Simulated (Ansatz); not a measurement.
The end point of a relaxation of SnTe. Space group Fm-3m (No. 225), rock salt type. All values below come from PBEsol (plane waves to 420 eV, PAW, scalar-relativistic; Ansatz, a program for electronic structure).

Space group Fm-3m (No. 225); a = 6.289 Å, b = 6.289 Å, c = 6.289 Å, α = 90.00°, β = 90.00°, γ = 90.00°

```tsv
atom	site	symmetry	x	y	z
Sn	4a	m-3m	0.0000	0.0000	0.0000
Te	4b	m-3m	0.5000	0.5000	0.5000
```
(The calculation used a cell of 2 atoms; values per cell refer to that cell.)

- Volume per atom = 31.09 Å³
- Band gap = no clear gap: the sampled points leave 0.16 eV away from the symmetry points, which may be a band crossing missed between them
- Shortest distances = Sn–Te 3.14 Å
- k-mesh = 13×13×13

No spin polarisation in the result. Without spin-orbit coupling the bands of the heavy element are not split, so the gap can be far off.

Measured for SnTe: a 6.316 Å (room temperature; as listed in Ayanesh Maiti et al., Applied Physics Letters (2022)); gap 0.18 eV (room temperature; as listed in DAVID J. SINGH, Functional Materials Letters (2010)). Computed minus measured — a: PBEsol -0.4 %; gap: PBEsol -0.02 eV. The computed values are for a static lattice, and a measured gap can be an optical one, lowered by exciton binding.

The run could not lose the symmetry of its start; a randomly shaken copy of 4 atoms returns to this structure.
